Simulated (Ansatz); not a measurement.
**Question.** Band gap from PBE minus that from HSE06 (eV), each on its own relaxed cell (Ansatz, a first-principles code, plane waves, PAW; no spin–orbit coupling, no Hubbard U), over 46 phases of the class «crystals with elements from indium on»: what sign and size do you expect?

**Answer.** Mean -0.95 eV, median -0.91 eV, mean absolute 0.95 eV; eight in ten lie between -1.61 and -0.36 eV, and 0 % are above zero.

Some cases that may be named, with their rank among the 46 from the lowest: HfO2, fluorite -1.67 eV (rank 5); BaHfO3, cubic perovskite -1.56 eV (rank 6); CdTe, zinc blende -0.92 eV (rank 23); BaS, rock salt -0.89 eV (rank 24); PbO2, rutile -0.28 eV (rank 45); SnTe, rock salt -0.18 eV (rank 46).

The phases are those computed here (of each formula those with measured values and the lowest at some level), not a balanced benchmark, and neither functional is the truth. Pairs that end in unlike spin orders or unlike minima (c/a over 6 % apart, 30 % for weakly bound crystals), magnets with 4f shells, solids of gases and phases set aside for tests are left out.

2 of the phases carry moments, in the orders computed and without U.

Not the usual ambient phase: HfO2, fluorite. Unstable at this level: HfO2, fluorite with PBE; SnTe, rock salt with PBE. All cells were relaxed under the symmetry of their starts (and spin orders); stability against distortions was not tested throughout. Named crystals with no word on spin ran without spin polarisation. Scalar-relativistic: spin–orbit coupling is off unless named, which matters more the heavier the elements.

Potentials: the later of the program's two PAW sets.

Ansatz is a plane-wave DFT program.
